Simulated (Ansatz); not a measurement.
# ReC: computed property card

ReC:
Space group P-6m2 (No. 187); a = b = 2.879 Å, c = 2.814 Å, α = β = 90.00°, γ = 120.00°

```tsv
atom	site	symmetry	x	y	z
Re	1a	-6m2	0.0000	0.0000	0.0000
C	1f	-6m2	0.6667	0.3333	0.5000
```

Space group P-6m2 (No. 187); conventional cell a = b = 2.879 Å, c = 2.814 Å, α = β = 90.00°, γ = 120.00°.

Method: plane-wave PAW PBE (Ansatz code). Structure relaxed to zero pressure with the same functional. Other levels are named where they apply.

### Cell and energy

```yaml
volume_per_atom: 10.10 Å³
density: 16.30 g/cm³
Formation energy from the elements (no fitted shifts): 21 kJ/mol-atom
```

### Electronic structure

```yaml
electronic_character: metallic (no gap)
Density of states at the Fermi level: 0.41 states/eV per atom (mean over ±0.08 eV)
Gap with spin–orbit coupling: none (metallic)
```

### Mechanics

```yaml
Bulk modulus (Birch–Murnaghan fit): 409 GPa
Pressure derivative B′: 4.4
```

The cell is a constructed one: a structure type filled with these elements; the Crystallography Open Database copy checked does not list it. Its standing as an ambient phase is unchecked. The cell was relaxed with PBE under the symmetry of its start; whether a distortion lowers the energy is not shown. The run is not spin-polarised. The volume moved by 18 % from the start of the relaxation. Its formation energy is positive at this level, so the cell may be metastable or incomplete. The references are the lowest solids computed at this level, not always the standard phases. Spin–orbit coupling is left out wherever it is not named.

Potentials: the earlier of the program's two PAW sets.
